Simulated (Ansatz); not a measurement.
Theory: DFT PBE, scalar-relativistic, plane waves, PAW (Ansatz 0.2.0). All cells share a 420 eV cutoff and Γ-centred k meshes spaced at most about 0.3 Å⁻¹ (about 0.25 or finer for metals, 2π included). Collinear spin in cells that started with moments and kept them past the coarse steps, no spin elsewhere.

These are static total energies at zero pressure. All come from trial cells, and lower structures may exist.

Question: Which of these relaxed structures of MgZr2O2 is the lowest in energy?
A.

```xyz
5
Lattice="4.1432 0.0000 0.0000 0.0000 4.1432 0.0000 0.0000 0.0000 6.3934" Properties=species:S:1:pos:R:3 pbc="T T T"
Mg    0.0000    0.0000    3.1967
Zr    0.0000    0.0000    0.0000
Zr    2.0716    2.0716    3.1967
O     0.0000    2.0716    3.1967
O     2.0716    0.0000    3.1967
```

B.

```xyz
5
Lattice="-2.9193 2.9193 3.9876 2.9193 -2.9193 3.9876 2.9193 2.9193 -3.9876" Properties=species:S:1:pos:R:3 pbc="T T T"
Mg    0.0000    0.0000    3.9876
Zr    0.0000    2.9193    0.0000
Zr    2.9193    0.0000    0.0000
O     0.0000    2.9193    1.9938
O     2.9193    0.0000    1.9938
```

C.

```xyz
5
Lattice="4.4576 0.0000 0.0000 0.0000 4.4576 0.0000 0.0000 0.0000 4.2118" Properties=species:S:1:pos:R:3 pbc="T T T"
Mg    2.2288    2.2288    0.0000
Zr    2.2288    0.0000    2.1059
Zr    0.0000    2.2288    2.1059
O     2.2288    0.0000    0.0000
O     0.0000    2.2288    0.0000
```

Answer: C. It has space group P4/mmm (No. 123); the next, B, with space group I4/mmm (No. 139), lies 0.59 eV/atom higher. Largest moments: C no spin, B no spin, A 1.3 μB. Counting O atoms around Mg and Zr (those within 1.25 times the shortest such distance or 1.15 times the sum of covalent radii, 1.27 where that leaves under three; the shortest distance is added where it exceeds 1.18 times the sum of covalent radii), the lowest has Mg 4, Zr 2 and the next has Mg 8 from 3.5 Å, Zr 2.

Another magnetic order may lie lower. Cells relaxed within their symmetry can be saddle points. Some structure types and database cells were kept out of the candidates from the start, so a known form may be missing.
